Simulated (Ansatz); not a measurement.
Trial structure of MnCrC4N4, not yet relaxed:

```cif
data_structure
_symmetry_space_group_name_H-M 'P-43m'
_symmetry_Int_Tables_number 215
_cell_length_a 5.9329
_cell_length_b 5.9329
_cell_length_c 5.9329
_cell_angle_alpha 90.000
_cell_angle_beta 90.000
_cell_angle_gamma 90.000
_cell_volume 208.83
loop_
_atom_site_label
_atom_site_type_symbol
_atom_site_symmetry_multiplicity
_atom_site_Wyckoff_symbol
_atom_site_fract_x
_atom_site_fract_y
_atom_site_fract_z
_atom_site_occupancy
Mn1 Mn 1 b 0.50000 0.50000 0.50000 1
Cr1 Cr 1 a 0.00000 0.00000 0.00000 1
C1 C 4 e 0.18859 0.18859 0.18859 1
N1 N 4 e 0.30245 0.30245 0.30245 1
```

Computed with DFT PBE, scalar-relativistic, plane waves, PAW in Ansatz. Cutoff 420 eV; k points 4×4×4 on the computed 10-atom cell (Γ-centred); Gaussian smearing, width 0.10 eV; collinear spin from starting moments -4.0 -3.0 0.0 0.0 0.0 0.0 0.0 0.0 0.0 0.0 μB.

The zero of energy is the elements' standard structures at the same level (N₂ as a molecule); no fitted shifts are applied.

Question: What does a single point on this coarse mesh give?

Answer: The pressure is 3.4 GPa (it wants to expand), the largest force is 0.78 eV/Å, and the energy is +0.44 eV/atom against the elements. The shortest distance is 1.17 Å.

Question: Is it a good guess?

Answer: A good one: relaxing gains under 0.1 eV/atom (the start's value is from the coarse mesh, so the gain is rough) in 14 ionic steps and ends at +0.38 eV/atom on the finer mesh. The symmetry stays P-43m (No. 215). The volume per atom grows by 2.3 %, from 20.9 to 21.4 Å³. The shortest distance goes from 1.17 Å (C–N) to 1.18 Å (C–N). Conventional cell: a = 5.979 Å. Mn is surrounded by 4 N at 1.99 Å; around Cr lie 4 C at 2.01 Å; C has 1 N at 1.18 Å and 1 Cr at 2.01 Å; N has 1 C at 1.18 Å and 1 Mn at 1.99 Å.

The last run used collinear spin, a 6×6×6 mesh for its 10-atom cell and Gaussian smearing of 0.10 eV. No Hubbard U is applied to the open shell of Cr and Mn. The reference form of C is held partly by dispersion forces, which this level lacks. The magnetic state reached may not be the lowest. The relaxation can't lower the symmetry of the start, and the grade says only how near the guess is to its own end. Symmetry constrained the relaxation, so the result can be a saddle point.
